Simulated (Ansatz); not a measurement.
Sb (space group R-3m)

```yaml
crystal:
  lattice:
    - [4.29346, 2.47883, 7.30554]
    - [0.00000, 2.47883, 7.30554]
    - [0.00000, -2.47883, 3.65277]
  atoms:
    - { symbol: Sb, position: [0.00000, 0.26390, 0.26390] }
    - { symbol: Sb, position: [0.50000, 0.26390, 0.26390] }
    - { symbol: Sb, position: [0.00000, 0.73610, 0.73610] }
    - { symbol: Sb, position: [0.50000, 0.73610, 0.73610] }
```

The atoms are displaced by Q × the pattern below (from a DFPT mode at F = (0.5, 0.5, 0.0), largest move 1; Q in Å), at fixed cell. (q is in reciprocal vectors of the primitive cell; the cell shown is doubled to hold the pattern.)

```
atom      x       y       z
----  -----  ------  ------
Sb1   0.000   0.603  -0.798
Sb2   0.000  -0.603   0.798
Sb3   0.000   0.603  -0.798
Sb4   0.000  -0.603   0.798
```

Level of theory: LDA (plane waves to 420 eV, PAW, scalar-relativistic; Ansatz, a quantum-chemistry and plane-wave program). k mesh 13×13×13 (Γ-centred), Fermi-Dirac smearing 0.05 eV. E stands for the smeared free energy. With partly filled bands, energies and forces of such displacements shift with the k mesh and the smearing. Sb was relaxed with its symmetry unable to fall. Spin-orbit coupling is left out, though Sb is heavy. The zero of ΔE is the undisplaced structure.

**Question.** Predict the ΔE (meV/cell) at Q (Å) = -0.233, -0.187, -0.140, 0.140, 0.187.

**Answer.** 
```csv
Q (Å),ΔE (meV/cell)
-0.233,794
-0.187,515
-0.140,297
0.140,297
0.187,515
```

(A displaced cell: forces are minus the slopes of the energy, force constants its curvatures, and phonons follow from these.)
